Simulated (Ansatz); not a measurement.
Structure from Materials Project entry mp-3515 (possibly hypothetical), not relaxed further.

YCo₂B₂: DFT, r2SCAN, PAW with Ansatz's default frozen-core files, scalar-relativistic (Ansatz 0.2.0).

Command: `ansatz run input.yaml --threads 2 --pin off --max-ram 6144MiB --backend cpu --events-out ev --progress --plain --runs-dir out` The run took 3.2 min on 2 threads of Intel(R) Xeon(R) Processor @ 2.50GHz (Skylake/Cascade Lake), with other jobs on the host, peak memory 0.98 GiB.

```yaml
crystal:
  lattice:
    - [-1.7671798791, 1.7671798791, 4.7058280961]
    - [1.7671798791, -1.7671798791, 4.7058280961]
    - [1.7671798791, 1.7671798791, -4.7058280961]
  atoms:
    - { symbol: "Y", position: [0.0, 0.0, 0.0] }
    - { symbol: Co, position: [0.75, 0.25, 0.5] }
    - { symbol: Co, position: [0.25, 0.75, 0.5] }
    - { symbol: B, position: [0.65465929, 0.65465929, 0.0] }
    - { symbol: B, position: [0.34534071, 0.34534071, 0.0] }
kpoints:
  mp_grid: { grid: [14, 14, 14] }
  band_path:
    path:
      - [0.0, 0.0, 0.0]
      - [0.0, 0.0, 0.5]
      - [0.25, 0.25, 0.25]
      - [0.0, 0.5, 0.0]
      - [0.0, 0.0, 0.0]
      - [0.5, 0.5, -0.5]
      - [0.2852557054, 0.7147442946, -0.2852557054]
      - [-0.2852557054, 0.2852557054, 0.2852557054]
      - [0.0, 0.0, 0.0]
    npoints: 14
scf:
  occupations: { method: fermi_dirac, width: 0.03 }
hamiltonian:
  xc: r2scan
  pseudopotentials: { kind: paw }
output:
  forces: true
  stress: true
  eigenvalues: true
  efg: { contact_densities: true }
  populations: true
  bader: true
  dos: { projected: true, de: 0.2, e_range: [-14, 8] }
  write_density: true
  write_potential: true
  elf: true
  volumetric_format: npy
```

Output:

```
Y: output.efg is read without spin–orbit coupling, which moves field gradients at and beside such atoms by some per cent and up to a factor of two; PAW files take it under magnetization.noncollinear and magnetization.spin_orbit
Engine: ansatz 0.2.0
Pseudopotentials: kind: paw
Pseudopotential: Y, paw, valence charge 11, recommended cutoff 500 eV (meta_gga)
Pseudopotential: Co, paw, valence charge 17, recommended cutoff 500 eV (meta_gga)
Pseudopotential: B, paw, valence charge 3, recommended cutoff 500 eV (meta_gga)
Functional definition: r2SCAN
  parameter k0 = 0.174
  parameter k1 = 0.065
  parameter a1 = 4.9479
  exchange = r2scan_x(k0 = k0, k1 = k1, a1 = a1)
  correlation = r2scan_c
Crystal: 5 atoms, lattice volume = 58.784 Å³
Basis set: ecut = 500 eV, 1517 PW (Γ), exchange–correlation on 160×160×160 points (64 copies of the dense FFT grid, shifted against one another)
Bands: 31, of which v1, the nominal top of the filled ones, is band 26 counted from 1 (25 counted from 0)
Symmetry: 16 space group operations
Space group: I4/mmm (ITA 139), of the structure as read, at distance tolerance 3.9e-5 Å
k-points: 244 of 2744
Non-local potential: Y, projectors of the file, l = 0: 3, l = 1: 2, l = 2: 2, l = 3: 1
Non-local potential: Co, projectors of the file, l = 0: 3, l = 1: 2, l = 2: 3, l = 3: 1
Non-local potential: B, projectors of the file, l = 0: 2, l = 1: 2, l = 2: 1
PAW form: soft (Blöchl's): semilocal exchange-correlation on the pseudo side does not see the compensation charge
PAW frozen core: Y, regenerated for the run's functional (the file was generated under x = pbe(κ = 0.804, μ = 0.2195149727645171), c = pbe(β = 0.06672455060314922))
PAW frozen core: Co, regenerated for the run's functional (the file was generated under x = pbe(κ = 0.804, μ = 0.2195149727645171), c = pbe(β = 0.06672455060314922))
PAW frozen core: B, regenerated for the run's functional (the file was generated under x = pbe(κ = 0.804, μ = 0.2195149727645171), c = pbe(β = 0.06672455060314922))
PAW one-centre angular grid: Y, 590 points (default); XC on 160 Gauss nodes
PAW one-centre angular grid: Co, 590 points (default); XC on 160 Gauss nodes
PAW one-centre angular grid: B, 302 points (default); XC on 160 Gauss nodes
Initial density: superposition of atomic densities (neutral atoms: chi_scale 0, normalization atom), corrected by the library's trained network
Initial wavefunctions: pseudopotential atomic-orbital guess
Functional: x = r2scan, c = r2scan; τ floored in thin density (d = 2e-4 eV/Å³)
SCF iter   1: F=—  HF=-14438.483144 eV  |F-HF|=—  |Δ(HF+E_count)|=         —  Δρ=2.85e-2  dr2=4.53e-1  dr2_τ=2.41e-1  ethr=1.77e-3  ⟨swp⟩=6.0  Hψ=29659  notcnv=0
preconditioner: auto → Kerker (q_TF=auto, 2.664 Å⁻¹)  [metal: Δε(μ)=0.005 eV  Ē_g=9.705 eV  σ=0.030 eV  W_gap=0.05  n_scr=14 (ndim 8)  ℏωp=27.8 eV  f_vac=0.000  D(μ)=1.20/eV (n_scr^D=10)]
SCF iter   2: F=—  HF=-14438.633026 eV  |F-HF|=—  |Δ(HF+E_count)|=   1.50e-1  Δρ=2.71e-2  dr2=2.44e-1  dr2_τ=3.65e-3  ethr=8.88e-4  ⟨swp⟩=2.3  Hψ=14090  notcnv=0  defer=159
SCF iter   3: F=—  HF=-14438.604310 eV  |F-HF|=—  |Δ(HF+E_count)|=   2.87e-2  Δρ=9.07e-3  dr2=7.00e-2  dr2_τ=2.71e-4  ethr=4.79e-4  ⟨swp⟩=2.1  Hψ=11288  notcnv=0  defer=159
SCF iter   4: F=—  HF=-14438.598222 eV  |F-HF|=—  |Δ(HF+E_count)|=   6.09e-3  Δρ=3.39e-3  dr2=5.51e-3  dr2_τ=1.92e-4  ethr=1.37e-4  ⟨swp⟩=2.0  Hψ=9795  notcnv=0  defer=157
SCF iter   5: F=—  HF=-14438.598753 eV  |F-HF|=—  |Δ(HF+E_count)|=   5.31e-4  Δρ=1.15e-3  dr2=1.76e-3  dr2_τ=7.20e-5  ethr=1.08e-5  ⟨swp⟩=2.2  Hψ=12554  notcnv=0  defer=158
SCF iter   6: F=—  HF=-14438.598693 eV  |F-HF|=—  |Δ(HF+E_count)|=   5.99e-5  Δρ=1.30e-3  dr2=1.02e-3  dr2_τ=8.18e-6  ethr=3.46e-6  ⟨swp⟩=2.0  Hψ=11338  notcnv=0  defer=158
SCF iter   7: F=—  HF=-14438.598660 eV  |F-HF|=—  |Δ(HF+E_count)|=   3.34e-5  Δρ=5.27e-4  dr2=1.40e-4  dr2_τ=2.19e-6  ethr=2.01e-6  ⟨swp⟩=1.2  Hψ=7829  notcnv=0  defer=154
SCF iter   8: F=—  HF=-14438.598659 eV  |F-HF|=—  |Δ(HF+E_count)|=   8.85e-7  Δρ=1.02e-4  dr2=4.18e-6  dr2_τ=3.06e-8  ethr=2.74e-7  ⟨swp⟩=2.0  Hψ=8863  notcnv=0  defer=153
SCF iter   9: F=—  HF=-14438.598657 eV  |F-HF|=—  |Δ(HF+E_count)|=   1.13e-6  Δρ=9.03e-6  dr2=3.28e-8  dr2_τ=8.15e-9  ethr=1.96e-10  ⟨swp⟩=10.5  Hψ=53867  notcnv=0
SCF iter  10: F=-14438.598657 eV  HF=-14438.598658 eV  |F-HF|=2.54e-8  |Δ(HF+E_count)|=   1.92e-8  Δρ=9.15e-6  dr2=3.35e-8  dr2_τ=9.04e-10  ethr=6.43e-11  ⟨swp⟩=6.0  Hψ=45792  notcnv=0
the search or the solves at the SCF's close seem to have found levels that the self-consistency loop had missed (the run counts 2). By its estimate they hold under 1e-12 electrons; where the run keeps them, the occupations were computed again with them
SCF 1 converged in 10 iterations: F = -14438.598657 eV  dr2 = 3.35e-8
  greatest PAW one-centre occupation: 1.002 electrons in one spin orbital (limit 2), on the Co atom at site 2 (counted from 0), in its partial waves of l = 0
NSCF: frozen V_eff on 113 k-points
SCF converged after 10 iterations
Free energy (F): -14438.598657 eV
Harris-Foulkes:  -14438.598658 eV  (|F-HF|=2.54e-8)
Internal energy: -14438.594586 eV  (E = F + TS)
E sigma→0 (E₀):  -14438.596622 eV
Entropy (-TS):   -0.004071 eV (-0.814 meV/atom)
Fermi energy:    14.645463 eV
--- Per-component energies (eV) ---
  E_band       = -693.227783
  E_kinetic    = 1319.637575
  E_local      = -8508.643325  (includes V_loc(G=0)·N_el)
  E_nonlocal   = 978.880402
  E_hartree    = 3655.342521
  E_xc         = -550.638769
  E_vxc        = -771.502326  (∫ρ·V_xc dr)
  E_paw        = -6047.357892  (= ΣΔE_a)
  E_vpaw       = -1068.366537  (= ΣTr[D̂ρ^β])
  E_aug_tail   = 0.000066  (compensation charges beyond the density's cutoff)
  E_vtau       = 46.102591  (kinetic-family band-sum trace: ∫τ·v_τ [+ j·A + Jᵃ·Aᵃ] dr)
  E_ewald      = -5285.033915
  E_core_change = -0.781250  (= ΣΔE_core)
  E_smearing   = -0.004071  (= −TS)
  E_closure    = 0.000000  (closes the sum)
  Σ components = -14438.598657   (vs F -14438.598657, Δ=0.00e0)
--- Forces (eV/Å), atoms counted from 1 ---
  atom   1  Y      0.00000000     0.00000000    -0.00000000
  atom   2  Co     0.00000000     0.00000000     0.00000000
  atom   3  Co     0.00000000     0.00000000     0.00000000
  atom   4  B      0.00000000    -0.00000000     0.02886413
  atom   5  B     -0.00000000    -0.00000000    -0.02886413
  max |Σ_I F_I| component: 3.82e-17 eV/Å
--- Stress (GPa, compression-positive) ---
       -0.370189      -0.000000       0.000000
       -0.000000      -0.370189       0.000000
        0.000000      -0.000000      -0.038740
  P = ⅓ Tr σ = -0.2597 GPa (-2.597 kbar)
--- PAW observables at the nuclei: V_zz in 10²¹ V/m², potentials from the cell's mean, atoms counted from 1 ---
  atom   1  Y  V_zz =    -9.689409   η = 0.0000   by run symmetry: allowed
            electrostatic potential = -5719.366018 V   contact ρ = 443560.026064 e/Å³
  atom   2  Co V_zz =    +1.294602   η = 0.0000   by run symmetry: allowed
            electrostatic potential = -3389.798375 V   contact ρ = 114588.312178 e/Å³
  atom   3  Co V_zz =    +1.294602   η = 0.0000   by run symmetry: allowed
            electrostatic potential = -3389.798375 V   contact ρ = 114588.312178 e/Å³
  atom   4  B  V_zz =    +1.012469   η = 0.0000   by run symmetry: allowed
            electrostatic potential = -331.423022 V   contact ρ = 486.330798 e/Å³
  atom   5  B  V_zz =    +1.012469   η = 0.0000   by run symmetry: allowed
            electrostatic potential = -331.423022 V   contact ρ = 486.330798 e/Å³
--- Band table (eV; the first three rows and the last of 244) ---
  k-point 0: bands = ["-83.9445", "-83.9082", "-45.9304", "-45.9304", "-45.7681", "-45.7681", "-45.6161", "-45.5776", "-29.0618", "-8.4362", "-8.3149", "-8.3149", "3.4423", "7.3534", "9.2274", "10.8551", "10.8551", "11.1761", "11.6247", "12.3534", "12.3534", "13.4768", "13.9170", "14.1438", "14.1438", "14.3353", "14.8027", "15.0191", "19.4654", "19.4654", "19.7222"]
  k-point 1: bands = ["-83.9436", "-83.9091", "-45.9315", "-45.9216", "-45.7773", "-45.7673", "-45.6151", "-45.5786", "-29.0590", "-8.4314", "-8.3356", "-8.3311", "3.5750", "7.3651", "9.3507", "10.7046", "10.9061", "11.2837", "11.4981", "12.1200", "12.5362", "13.4116", "13.8348", "13.9609", "14.0994", "14.3778", "14.8628", "15.1986", "18.4264", "19.5628", "20.3731"]
  k-point 2: bands = ["-83.9410", "-83.9116", "-45.9347", "-45.8968", "-45.8032", "-45.7649", "-45.6125", "-45.5813", "-29.0510", "-8.4178", "-8.3908", "-8.3763", "3.9597", "7.4018", "9.6545", "10.4476", "11.0540", "11.3463", "11.4593", "11.4636", "12.8045", "13.3060", "13.6246", "13.7115", "13.9786", "14.4610", "15.0238", "15.4255", "17.2664", "19.7964", "20.1941"]
  k-point 243: bands = ["-83.9445", "-83.9082", "-45.9304", "-45.9304", "-45.7681", "-45.7681", "-45.6162", "-45.5776", "-29.0602", "-8.4831", "-8.3136", "-8.3136", "4.3497", "6.2406", "9.0500", "10.5982", "10.5982", "11.1960", "11.5001", "12.3760", "12.3760", "12.5497", "13.9192", "14.9030", "14.9030", "15.0191", "16.0203", "16.2813", "18.5180", "18.9139", "18.9139"]
--- Löwdin populations: 5 sites ---
  site symbol       q [e]
     0      Y     10.3899
     1     Co     16.3724
     2     Co     16.3724
     3      B      3.7976
     4      B      3.7976
  spilling = 0.005297 (of n_electrons = 51.000000)
--- Bader charges: 5 sites ---
  site symbol  charge [e]  shift [e]
     0      Y      1.7745     0.0000
     1     Co     -0.2334     0.0156
     2     Co     -0.2334     0.0156
     3      B     -0.6539     0.0156
     4      B     -0.6539     0.0156
  estimated error of the sums over rays = 8.7e-4 e
```

populations.tsv:

```
# site	symbol	l	j	q
# orbitals = lowdin
# n_electrons = 51.000000
# spilling = 0.005297
0	Y	0_4S	-	1.957047
0	Y	0_5S	-	0.419934
0	Y	1_4P	-	5.976910
0	Y	2_4D	-	2.036010
1	Co	0_3S	-	1.954959
1	Co	0_4S	-	0.506861
1	Co	1_3P	-	5.986478
1	Co	2_3D	-	7.924060
2	Co	0_3S	-	1.954959
2	Co	0_4S	-	0.506861
2	Co	1_3P	-	5.986478
2	Co	2_3D	-	7.924060
3	B	0_2S	-	1.137522
3	B	1_2P	-	2.660098
4	B	0_2S	-	1.137522
4	B	1_2P	-	2.660098
```

bader_charges.tsv:

```
# site	symbol	x_ang	y_ang	z_ang	partial_charge_e	electrons	volume_ang3	relative_density_drop	shared_charge_e	partial_wave_shift_e
# quadrature_error_electrons = 8.7e-4
0	Y	0.0000	0.0000	0.0000	1.77453	37.22547	13.88	-	1.77453	0.00000
1	Co	0.0000	1.7672	2.3529	-0.23339	27.23339	11.38	-	-0.23339	0.01562
2	Co	1.7672	0.0000	2.3529	-0.23340	27.23340	11.38	-	-0.23340	0.01562
3	B	0.0000	0.0000	6.1614	-0.65388	5.65388	11.07	-	-0.65388	0.01562
4	B	0.0000	0.0000	3.2502	-0.65386	5.65386	11.07	-	-0.65386	0.01562
```

Spin polarisation is left out, and whether a magnetic state lies lower isn't shown here.
